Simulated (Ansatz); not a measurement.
Ansatz input file:

```yaml
crystal:
  lattice:
    - [4.2489528365, 0.0, 0.0]
    - [0.0, 4.2489528365, 0.0]
    - [0.0, 0.0, 4.2489528365]
  atoms:
    - { symbol: Mn, position: [0.0, 0.5, 0.0], spin: 3.72 }
    - { symbol: Mn, position: [0.5, 0.0, 0.0], spin: 3.72 }
    - { symbol: Mn, position: [0.0, 0.0, 0.5], spin: 3.72 }
    - { symbol: Sb, position: [0.5, 0.5, 0.5] }
    - { symbol: "N", position: [0.0, 0.0, 0.0] }
basis:
  ecutwfc: 500
kpoints:
  mp_grid: { grid: [8, 8, 8] }
hamiltonian:
  xc: r2scan
scf:
  occupations: { method: gaussian, width: 0.1 }
output:
  forces: true
  stress: true
  eigenvalues: true
  populations: true
  write_density: true
  write_potential: true
  elf: true
  volumetric_format: npy
magnetization:
  spin_polarized: true
```

Launched with
```bash
ansatz run input.yaml --threads 1 --pin off --max-ram 2560MiB --backend cpu --events-out ev --progress --plain --runs-dir out
```

Computed with Ansatz 0.2.0, DFT r2SCAN, scalar-relativistic, plane waves, PAW.

Abridged output (final results; tables in files aren't shown):

```
SCF 1 converged in 17 iterations: F = -18596.724439 eV  dr2 = 2.95e-8
WARN: an SCF from ferrimagnetic starting moments (4.00, -4.00, 4.00, 0.00, 0.00 Bohr magnetons, atom by atom) was not made, by what the run has read of turns of its moments that order reads lower: the deck asks for what bars it, or types moments that do (magnetization.spin_polarized, in the input reference, names some of the keys), or the run goes by scf.lower_state_search: light, the default, which as a rule tries one only behind a close that has lost an order of both signs, or on which an open d or half-filled 4f shell of a PAW file has lost a moment that was set nearer to Hund's than to what is left; or, under a Hubbard U, one that names an f shell that the input leaves bare beside given  ...
this state was not tested for a lower state beside it, because the mixer in use, unlike msr1, does not test its closes by its own steps (another_mixer; see scf.mixing.algorithm and scf.lower_state_search)
SCF converged after 17 iterations
Magnetization: 12.6951 μB (38.8475 up, 26.1525 down)
Absolute magnetization: 12.7764 μB (∫|ρ↑−ρ↓|, with the PAW one-centre terms)
Spin contamination: 0.2352 ħ² per cell (⟨S²⟩ above its minimum at these occupations)
Per-site moments (μB) at R_I (Å): [(3.64421807, 0.87634652), (3.64421807, 0.87634652), (3.64421807, 0.87634652), (0.05895672, 1.23934113), (0.08016010, 0.87634652)]
Free energy (F): -18596.724439 eV
Harris-Foulkes:  -18596.724439 eV  (|F-HF|=7.86e-8)
Internal energy: -18596.702805 eV  (E = F + TS)
E sigma→0 (E₀):  -18596.713622 eV
Entropy (-TS):   -0.021634 eV (-4.327 meV/atom)
Fermi energy:    14.295115 eV
--- Per-component energies (eV) ---
  E_band       = -930.330542
  E_kinetic    = 1240.478763
  E_local      = -7628.500304  (includes V_loc(G=0)·N_el)
  E_nonlocal   = 1168.275201
  E_hartree    = 3205.616743
  E_xc         = -509.968715
  E_vxc        = -662.275142  (∫ρ·V_xc dr)
  E_paw        = -8682.938639  (= ΣΔE_a)
  E_vpaw       = -1503.765572  (= ΣTr[D̂ρ^β])
  E_aug_tail   = 0.000005  (compensation charges beyond the density's cutoff)
  E_vtau       = 44.222892  (kinetic-family band-sum trace: ∫τ·v_τ [+ j·A + Jᵃ·Aᵃ] dr)
  E_ewald      = -7389.293202
  E_core_change = -0.372657  (= ΣΔE_core)
  E_smearing   = -0.021634  (= −TS)
--- Forces (eV/Å), atoms counted from 1 ---
  atom   1  Mn     0.00000000     0.00000000     0.00000000
  atom   2  Mn     0.00000000     0.00000000     0.00000000
  atom   3  Mn     0.00000000     0.00000000     0.00000000
  atom   4  Sb     0.00000000     0.00000000     0.00000000
  atom   5  N      0.00000000     0.00000000     0.00000000
--- Stress (GPa, compression-positive) ---
       -1.439215       0.000000       0.000000
        0.000000      -1.439215       0.000000
        0.000000       0.000000      -1.439215
  P = ⅓ Tr σ = -1.4392 GPa (-14.392 kbar)
--- Band table (eV; the first three rows and the last of 70) ---
  k-point 0 ↑: bands = ["-71.2015", "-71.1894", "-71.1894", "-38.7364", "-38.7364", "-38.7364", "-38.7165", "-38.7165", "-38.7165", "-38.6193", "-38.6193", "-38.6193", "-15.7447", "-15.7447", "-15.7447", "-15.7355", "-15.7355", "-2.7044", "2.5950", "9.0968", "9.0968", "9.0968", "9.4083", "9.4083", "9.4241", "9.4241", "9.4241", "10.7148", "10.7148", "10.7148", "11.2553", "11.2553", "11.4635", "11.6011", "11.6011", "11.6011", "12.4887", "13.0472", "13.0472", "13.0472", "16.4151", "16.9608", "16.9608", "21.9136", "21.9136", "21.9136"]
  k-point 1 ↑: bands = ["-71.2011", "-71.1898", "-71.1894", "-38.7354", "-38.7354", "-38.7351", "-38.7169", "-38.7169", "-38.7166", "-38.6208", "-38.6200", "-38.6200", "-15.7447", "-15.7447", "-15.7446", "-15.7354", "-15.7345", "-2.6568", "2.6558", "8.5930", "8.9833", "8.9833", "9.4386", "9.4386", "9.4482", "9.4583", "9.4841", "10.6871", "10.7205", "10.7205", "11.0062", "11.2555", "11.4180", "11.6012", "11.6535", "11.6535", "12.4113", "13.1341", "13.2249", "13.2249", "16.9206", "17.0062", "17.5787", "21.2633", "21.3208", "21.3208"]
  k-point 2 ↑: bands = ["-71.1999", "-71.1909", "-71.1894", "-38.7326", "-38.7326", "-38.7317", "-38.7180", "-38.7180", "-38.7168", "-38.6248", "-38.6216", "-38.6216", "-15.7448", "-15.7448", "-15.7446", "-15.7351", "-15.7320", "-2.5371", "2.8074", "7.8743", "8.7966", "8.7966", "9.0556", "9.3856", "9.3856", "9.5113", "9.6913", "10.5517", "10.6153", "10.7400", "10.7400", "11.2331", "11.3079", "11.6015", "11.8114", "11.8114", "12.5385", "13.2003", "13.6455", "13.6455", "17.1522", "17.7546", "19.3907", "20.0862", "20.2345", "20.2345"]
  k-point 34 ↓: bands = ["-65.6197", "-65.6197", "-65.6197", "-33.2143", "-33.1871", "-33.1871", "-33.1871", "-33.1180", "-33.1180", "-33.1180", "-33.0831", "-33.0831", "-15.7007", "-15.7007", "-15.7007", "-15.6828", "-15.6828", "-1.5035", "4.2691", "7.9326", "7.9326", "7.9326", "9.6716", "9.6716", "9.6716", "14.2543", "14.2543", "14.2543", "15.1463", "15.1463", "15.1463", "16.0619", "16.0619", "16.2949", "16.9165", "16.9165", "16.9165", "17.7824", "17.7824", "17.7824", "21.3094", "21.4566", "21.4566", "21.4566", "25.0987", "25.0987"]
--- Löwdin populations: 5 sites ---
  site symbol q [e]    m [muB]
     0     Mn     14.1155     4.1556
     1     Mn     14.1155     4.1556
     2     Mn     14.1155     4.1556
     3     Sb     15.9607     0.0976
     4      N      6.2173     0.1271
  spilling = 0.007313 (of n_electrons = 65.000000)
```

The calculation finished and met its thresholds.

It took 33 s on 1 thread of Intel(R) Xeon(R) Platinum 8488C (Sapphire Rapids), with other jobs on the host, peak memory 0.76 GiB.

The state reached may not be the lowest one. Spin-orbit coupling is left out, which matters for the bands of heavy elements. The program reads another magnetic order as possibly lower. Moments started parallel, and an antiferromagnetic order may lie lower.